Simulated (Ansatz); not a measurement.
BaTiO₃:
```
BaTiO3
1.0
    3.95548     0.00000     0.00000
    0.00000     3.95548     0.00000
    0.00000     0.00000     4.04600
Ba Ti O
1 1 3
Cartesian
  1.97774   1.97774   2.35769
  0.00000   0.00000   0.39615
  0.00000   1.97774   0.25631
  1.97774   0.00000   0.25631
  0.00000   0.00000   2.23606
```

Tensor components refer to the Cartesian frame of this cell.

**Question.** Give the high-frequency dielectric tensor and the Born effective charge tensors of the independent atoms from DFPT, plane-wave PAW PBEsol (Ansatz code).

**Answer.** 
ε∞:
```
6.44  0.00  0.00
0.00  6.44  0.00
0.00  0.00  5.73
```
Z* of atom 1 (Ba), rows: field, columns: displacement, in e:
```
2.76  0.00  0.00
0.00  2.76  0.00
0.00  0.00  2.86
```
Z* of atom 2 (Ti), rows: field, columns: displacement, in e:
```
7.03  0.00  0.00
0.00  7.03  0.00
0.00  0.00  5.73
```
Z* of atom 3 (O), rows: field, columns: displacement, in e:
```
-2.15   0.00   0.00
 0.00  -5.61   0.00
 0.00   0.00  -1.96
```
Z* of atom 5 (O), rows: field, columns: displacement, in e:
```
-2.03   0.00   0.00
 0.00  -2.03   0.00
 0.00   0.00  -4.66
```

Space group P4mm. The PBEsol relaxation kept the symmetry of its start. The run is not spin-polarised. Spin–orbit coupling is left out wherever it is not named.

Potentials: the earlier of the program's two PAW sets. The files were generated under PBE; for other functionals the program regenerates the frozen cores, and for LDA and PBEsol the local potential too.
